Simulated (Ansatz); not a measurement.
How much do the gradients of MgCu₃H₆Cl₂O₆ depend on the method?

Cell: an entry of the Crystallography Open Database (COD) whose atoms were relaxed with PBE, the cell held.

```
Mg Cu H Cl O
1.0
     6.27330    0.00000    0.00000
    -3.13665    5.43284    0.00000
     0.00000    0.00000    5.74720
Mg Cu H Cl O
1 3 6 2 6
Direct
  0.00000 0.00000 0.00000
  0.50000 0.00000 0.00000
  0.00000 0.50000 0.00000
  0.50000 0.50000 0.00000
  0.20190 0.79810 0.32251
  0.20190 0.40380 0.32251
  0.59620 0.79810 0.32251
  0.79810 0.20190 0.67749
  0.40380 0.20190 0.67749
  0.79810 0.59620 0.67749
  0.66667 0.33333 0.38159
  0.33333 0.66667 0.61841
  0.64986 0.82493 0.15865
  0.17507 0.82493 0.15865
  0.17507 0.35014 0.15865
  0.82493 0.64986 0.84135
  0.82493 0.17507 0.84135
  0.35014 0.17507 0.84135
```

Sites (sets of like atoms) are named by element and the number of their first atom in this list.

First run. The numbers come from a DFT calculation in Ansatz (PBE, plane waves and PAW, scalar-relativistic, collinear spin, 420 eV cutoff, Γ-centred 4×4×4 k-points, Fermi–Dirac smearing 0.02 eV). Start moments as typed (μB): 1 on each Cu, none on the rest.

```tsv
site	atom	V_zz (10²¹ V/m²)	η	m (μB)
Mg	1	1.32	0.00	0.00
Cu	2	-10.78	0.09	0.63
H	5	3.54	0.00	0.00
Cl	11	4.30	0.00	0.01
O	13	8.46	0.43	0.07
```

Second run. The same atoms and settings, except that the functional is r2SCAN and the cutoff is 500 eV.

Task: What does the second run give?

Result: 

```
site  atom    V_zz     η  change of V_zz  m (μB)
  Mg     1    1.26  0.00           -0.06    0.00
  Cu     2  -12.46  0.12           -1.68    0.69
   H     5    3.47  0.00           -0.07    0.00
  Cl    11    3.99  0.00           -0.31    0.00
   O    13    9.09  0.36           +0.63    0.07
```

The largest change of V_zz is on Cu, from -10.78 to -12.46. In per cent, |V_zz| changes by -5 on Mg, +16 on Cu, -2 on H, -7 on Cl, +7 on O (all sites that start above 0.5). The absolute magnetisation of the cell goes from 3.2 to 3.3 μB.

The entry's hydrogen positions were far off; the other atoms hardly move on relaxation. All moments are parallel here, as the start or the cell imposes; many such compounds order antiparallel, where fields and spin densities carried over to other atoms largely cancel. The magnetic order is the one that the run reached from its start moments, not necessarily the measured one.
For the first run: With a gap of 0.4 eV on this mesh, the gradients can still move by some per cent as the k-mesh gets denser.
For the second run: The largest force is 0.5 eV/Å, so the atoms aren't at the calculated equilibrium and relaxing them would move these values. The program didn't check the stability of this electronic state in full, so a lower one may lie near.
